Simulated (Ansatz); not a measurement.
Input file for Ansatz (an electronic-structure program):

Ansatz 0.2 input:
```yaml
crystal:
  lattice:
    - [4.8687622694, 0.0, 0.0]
    - [0.0, 4.8687622694, 0.0]
    - [0.0, 0.0, 4.8687622694]
  atoms:
    - { symbol: Ag, position: [0.5, 0.5, 0.0] }
    - { symbol: Ag, position: [0.0, 0.5, 0.5] }
    - { symbol: Ag, position: [0.5, 0.0, 0.5] }
    - { symbol: S, position: [0.5, 0.5, 0.5] }
    - { symbol: I, position: [0.0, 0.0, 0.0] }
kpoints:
  mp_grid: { grid: [6, 6, 6] }
hamiltonian:
  xc: pbesol
  pseudopotentials: { kind: paw }
scf:
  occupations: { method: fixed }
elastic: { mode: relaxed_ion, stencil: two_point, amplitude: 0.005, f_tol: 0.0005 }
```

Output (shortened):

```
Pseudopotential: Ag, paw, valence charge 19
Pseudopotential: S, paw, valence charge 6
Pseudopotential: I, paw, valence charge 17
Functional definition: PBEsol
Crystal: 5 atoms, lattice volume = 115.413 Å³
Basis set: ecut = 420 eV, 2301 PW (Γ), exchange–correlation on 72×72×72 points (8 copies of the dense FFT grid, shifted against one another)
Bands: 48, of which v1, the nominal top of the filled ones, is band 40 counted from 1 (39 counted from 0)
Symmetry: 48 space group operations
Space group: Pm-3m (ITA 221), of the structure as read, at distance tolerance 4.9e-5 Å
k-points: 20 of 216
SCF 1 converged in 12 iterations: F = -30883.873209 eV  dr2 = 2.00e-15
Crystal: 5 atoms, lattice volume = 114.836 Å³
Basis set: ecut = 420 eV, 2261 PW (Γ), exchange–correlation on 72×72×72 points (8 copies of the dense FFT grid, shifted against one another)
Symmetry: 16 space group operations
k-points: 40 of 216
SCF 2 converged in 11 iterations: F = -30883.872362 eV  dr2 = 2.02e-14
Crystal: 5 atoms, lattice volume = 115.990 Å³
SCF 3 converged in 7 iterations: F = -30883.872400 eV  dr2 = 7.44e-14
Crystal: 5 atoms, lattice volume = 115.413 Å³
Basis set: ecut = 420 eV, 2281 PW (Γ), exchange–correlation on 72×72×72 points (8 copies of the dense FFT grid, shifted against one another)
Symmetry: 8 space group operations
k-points: 52 of 216
SCF 4 converged in 9 iterations: F = -30883.873189 eV  dr2 = 2.03e-14
Crystal: 5 atoms, lattice volume = 115.413 Å³
SCF 5 converged in 7 iterations: F = -30883.873189 eV  dr2 = 5.98e-14
SCF converged after 12 iterations
Free energy (F): -30883.873209 eV
Harris-Foulkes:  -30883.873209 eV  (|F-HF|=7.28e-12)
Internal energy: -30883.873209 eV  (E = F + TS)
E sigma→0 (E₀):  -30883.873209 eV
Fermi energy:    10.427809 eV
--- Per-component energies (eV) ---
  E_band       = -1331.089829
  E_kinetic    = 1880.688595
  E_local      = -10326.777741  (includes V_loc(G=0)·N_el)
  E_nonlocal   = 193.747968
  E_hartree    = 4749.677242
  E_xc         = -770.777168
  E_vxc        = -914.091393  (∫ρ·V_xc dr)
  E_paw        = -16830.054935  (= ΣΔE_a)
  E_vpaw       = -1664.012564  (= ΣTr[D̂ρ^β])
  E_aug_tail   = 0.000817  (compensation charges beyond the density's cutoff)
  E_ewald      = -9781.820296
  E_core_change = 1.442309  (= ΣΔE_core)
  E_smearing   =  0.000000  (= −TS)
  E_closure    = 0.000000  (closes the sum)
  Σ components = -30883.873209   (vs F -30883.873209, Δ=0.00e0)
--- Forces (eV/Å), atoms counted from 1 ---
  atom   1  Ag     0.00000000     0.00000000     0.00000000
  atom   2  Ag     0.00000000     0.00000000     0.00000000
  atom   3  Ag     0.00000000     0.00000000     0.00000000
  atom   4  S      0.00000000     0.00000000     0.00000000
  atom   5  I      0.00000000     0.00000000     0.00000000
  max |Σ_I F_I| component: 0.0 eV/Å
--- Stress (GPa, compression-positive) ---
        0.001408       0.000000       0.000000
        0.000000       0.001408       0.000000
        0.000000       0.000000       0.001408
  P = ⅓ Tr σ = 0.0014 GPa (0.014 kbar)
--- Band table (eV; the first three rows and the last of 20) ---
  k-point 0: bands = ["-80.5491", "-80.5481", "-80.5481", "-44.1684", "-44.1684", "-44.1684", "-44.0451", "-44.0451", "-44.0451", "-44.0440", "-44.0440", "-44.0440", "-34.0450", "-34.0450", "-34.0450", "-34.0446", "-34.0446", "-3.5521", "-1.7859", "6.0466", …
  k-point 1: bands = ["-80.5491", "-80.5481", "-80.5481", "-44.1684", "-44.1684", "-44.1684", "-44.0452", "-44.0451", "-44.0451", "-44.0441", "-44.0441", "-44.0440", "-34.0450", "-34.0450", "-34.0450", "-34.0446", "-34.0446", "-3.4844", "-1.7762", "5.4286", …
  k-point 2: bands = ["-80.5489", "-80.5483", "-80.5481", "-44.1683", "-44.1683", "-44.1683", "-44.0454", "-44.0449", "-44.0449", "-44.0444", "-44.0444", "-44.0441", "-34.0450", "-34.0450", "-34.0450", "-34.0446", "-34.0446", "-3.3379", "-1.7629", "4.5234", …
  k-point 19: bands = ["-80.5484", "-80.5484", "-80.5484", "-44.1806", "-44.1621", "-44.1621", "-44.0498", "-44.0498", "-44.0498", "-44.0398", "-44.0398", "-44.0398", "-34.0450", "-34.0450", "-34.0450", "-34.0445", "-34.0445", "-2.6879", "-1.6442", "3.7216", …
--- Elastic constants: 2 strain directions × 2 members + reference (group order 48) ---
  dense FFT box of the reference and of every strained cell: 36×36×36
  strains applied: 11, 23; error gains: componentwise 1.00 (the most a stress slope's error grows in a printed constant), spectral 1.73 (1 for all six strains …
  C = ∂σ_k/∂η_j (tension-positive GPa; Voigt order 11 22 33 23 13 12):
        91.722     42.319     42.319      0.000      0.000      0.000
        42.319     91.722     42.319      0.000      0.000      0.000
        42.319     42.319     91.722      0.000      0.000      0.000
         0.000      0.000      0.000      1.993      0.000      0.000
         0.000      0.000      0.000      0.000      1.993      0.000
         0.000      0.000      0.000      0.000      0.000      1.993
  reference stress σ⁰ (GPa):     -0.001     -0.001     -0.001      0.000      0.000      0.000
  moduli (Voigt/Reuss/Hill, GPa): K = 58.79/58.79/58.79   G = 11.08/3.15/7.11   E = 20.51   ν = 0.442
  mechanically stable: yes (min eigenvalue of sym C = 1.99 GPa)
  strain η (Voigt 11):  stress-route row diagonal C_11 = 91.72 GPa, energy-path curvature d²(F+E_count+ΔE)/dδ²/Ω₀ = 91.72 GPa
         δ    σ_11 (GPa)             F (eV)   n_scf  n_hpsi   n_pw
    -5.000e-3      -0.4742      -30883.8723622      11   40024   2272   relax 0 steps, max|allowed force component| 0.0 eV/Å
     5.000e-3       0.4430      -30883.8724000       7   27927   2301   relax 0 steps, max|allowed force component| 0.0 eV/Å
  strain η (Voigt 23):  stress-route row diagonal C_44 = 1.99 GPa, energy-path curvature d²(F+E_count+ΔE)/dδ²/Ω₀ = 2.00 GPa
         δ    σ_23 (GPa)             F (eV)   n_scf  n_hpsi   n_pw
    -5.000e-3      -0.0100      -30883.8731892       9   44033   2281   relax 0 steps, max|allowed force component| 0.0 eV/Å
     5.000e-3       0.0100      -30883.8731892       7   35004   2281   relax 0 steps, max|allowed force component| 0.0 eV/Å
```

Cost: very roughly 40 core-seconds on shared cores.

The workflow started from an entry of the Crystallography Open Database (COD), which files this formula under 2 space groups. Its standing as an ambient phase is unchecked. Symmetry was held in the PBEsol relaxation; its stability against distortions is not shown here. No spin polarisation was allowed. Spin–orbit coupling is left out wherever it is not named.

Potentials: the later of the program's two PAW sets.

Ansatz is a plane-wave DFT program.
